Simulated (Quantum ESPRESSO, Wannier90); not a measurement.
## Si₂W (I4/mmm): Wannier90 run

Materials Project entry mp-1620; symmetrised, unrelaxed at this level. COD (Crystallography Open Database) has an entry of this formula and space group (matched by these alone). Level: PBEsol, no spin polarisation, no spin-orbit coupling; pw.x of Quantum ESPRESSO at 60 Ry with PseudoDojo potentials, 10×10×10 k-points, Wannier90. Density: 10×10×10 mesh, cold smearing 0.01 Ry. Spin-orbit coupling is left out although heavy elements are present.

On the energy scale of pw.x, whose zero is arbitrary, the Fermi level lies at 16.65 eV.

Input w.win:

```
num_bands = 1
num_wann = 1
exclude_bands = 2-31
num_iter = 800
conv_tol = 1.0e-6
conv_window = 4
write_hr = true
write_u_matrices = true
auto_projections = true
begin unit_cell_cart
ang
    3.2147300000    0.0000000000    0.0000000000
    0.0000000000    3.2147300000    0.0000000000
   -1.6073650000   -1.6073650000    3.9010300000
end unit_cell_cart
begin atoms_frac
Si   0.3349900000  0.3349900000 -0.3300200000
Si  -0.3349900000 -0.3349900000  0.3300200000
W    0.0000000000  0.0000000000  0.0000000000
end atoms_frac
mp_grid = 10 10 10
begin kpoints
0.0000000000 0.0000000000 0.0000000000
0.0000000000 0.0000000000 0.1000000000
0.0000000000 0.0000000000 0.2000000000
... (997 more lines: the 10x10x10 mesh through Gamma)
end kpoints
```

Input of pw2wannier90.x that gives the overlap and projection files (equivalent; here they were cut from one run over all bands):

```
&inputpp
  outdir = './out'
  prefix = 'pwscf'
  seedname = 'w'
  write_amn = .true.
  write_mmn = .true.
  atom_proj = .true.
  atom_proj_exclude = 1 2 3 4 5 6 7 8 10 11 12 13 14 15 16 17 18
/
```

Output w.wout (banner and timings cut):

```
                                    ------
                                    SYSTEM
                                    ------

                              Lattice Vectors (Ang)
                    a_1     3.214730   0.000000   0.000000
                    a_2     0.000000   3.214730   0.000000
                    a_3    -1.607365  -1.607365   3.901030

                   Unit Cell Volume:      40.31515  (Ang^3)

                        Reciprocal-Space Vectors (Ang^-1)
                    b_1     1.954499  -0.000000   0.805324
                    b_2    -0.000000   1.954499   0.805324
                    b_3     0.000000   0.000000   1.610648

 *----------------------------------------------------------------------------*
 |   Site       Fractional Coordinate          Cartesian Coordinate (Ang)     |
 +----------------------------------------------------------------------------+
 | si   1   0.33499   0.33499  -0.33002   |    1.60736   1.60736  -1.28742    |
 | si   2  -0.33499  -0.33499   0.33002   |   -1.60736  -1.60736   1.28742    |
 | w    1   0.00000   0.00000   0.00000   |    0.00000   0.00000   0.00000    |
 *----------------------------------------------------------------------------*
                                ------------
                                K-POINT GRID
                                ------------

             Grid size = 10 x 10 x 10      Total points = 1000

 *---------------------------------- MAIN ------------------------------------*
 |  Number of Wannier Functions               :                 1             |
 |  Number of Objective Wannier Functions     :                 1             |
 |  Number of input Bloch states              :                 1             |
 |  Output verbosity (1=low, 5=high)          :                 1             |
 |  Timing Level (1=low, 5=high)              :                 1             |
 |  Optimisation (0=memory, 3=speed)          :                 3             |
 |  Length Unit                               :               Ang             |
 |  Post-processing setup (write *.nnkp)      :                 F             |
 |  Using Gamma-only branch of algorithms     :                 F             |
 *----------------------------------------------------------------------------*
 *------------------------------- WANNIERISE ---------------------------------*
 |  Total number of iterations                :               800             |
 |  Number of CG steps before reset           :                 5             |
 |  Trial step length for line search         :             2.000             |
 |  Convergence tolerence                     :         0.100E-05             |
 |  Convergence window                        :                 4             |
 |  Iterations between writing output         :                 1             |
 |  Iterations between backing up to disk     :               100             |
 |  Write r^2_nm to file                      :                 F             |
 |  Write xyz WF centres to file              :                 F             |
 |  Write on-site energies <0n|H|0n> to file  :                 F             |
 |  Use guiding centre to control phases      :                 F             |
 |  Use phases for initial projections        :                 F             |
 *----------------------------------------------------------------------------*
 *-------------------------------- PLOTTING ----------------------------------*
 |  Plotting Hamiltonian in WF basis          :                 T             |
 *----------------------------------------------------------------------------*

       ... (k-mesh section left out)

 Starting a new Wannier90 calculation ...

 Reading overlaps from w.mmn

 Reading projections from w.amn

 *------------------------------- WANNIERISE ---------------------------------*
 +--------------------------------------------------------------------+<-- CONV
 | Iter  Delta Spread     RMS Gradient      Spread (Ang^2)            |<-- CONV
 +--------------------------------------------------------------------+<-- CONV

 ------------------------------------------------------------------------------
 Initial State
  WF centre and spread    1  ( -0.000000, -0.000000,  0.000000 )     0.35161821
  Sum of centres and spreads ( -0.000000, -0.000000,  0.000000 )     0.35161821

      0     0.352E+00     0.0000000000        0.3516182149  <-- CONV
        O_D=      0.0000000 O_OD=      0.0000000 O_TOT=      0.3516182 <-- SPRD
 ------------------------------------------------------------------------------
      1     0.000E+00     0.0000000000        0.3516182149  <-- CONV
        O_D=      0.0000000 O_OD=      0.0000000 O_TOT=      0.3516182 <-- SPRD
      2     0.000E+00     0.0000000000        0.3516182149  <-- CONV
        O_D=      0.0000000 O_OD=      0.0000000 O_TOT=      0.3516182 <-- SPRD
      3     0.000E+00     0.0000000000        0.3516182149  <-- CONV
        O_D=      0.0000000 O_OD=      0.0000000 O_TOT=      0.3516182 <-- SPRD
      4     0.000E+00     0.0000000000        0.3516182149  <-- CONV
        O_D=      0.0000000 O_OD=      0.0000000 O_TOT=      0.3516182 <-- SPRD
             <<<     Delta < 1.000E-06  over  4 iterations     >>>
             <<< Wannierisation convergence criteria satisfied >>>
 Final State
  WF centre and spread    1  ( -0.000000, -0.000000,  0.000000 )     0.35161821
  Sum of centres and spreads ( -0.000000, -0.000000,  0.000000 )     0.35161821

         Spreads (Ang^2)       Omega I      =     0.351618215
        ================       Omega D      =     0.000000000
                               Omega OD     =     0.000000000
    Final Spread (Ang^2)       Omega Total  =     0.351618215
```
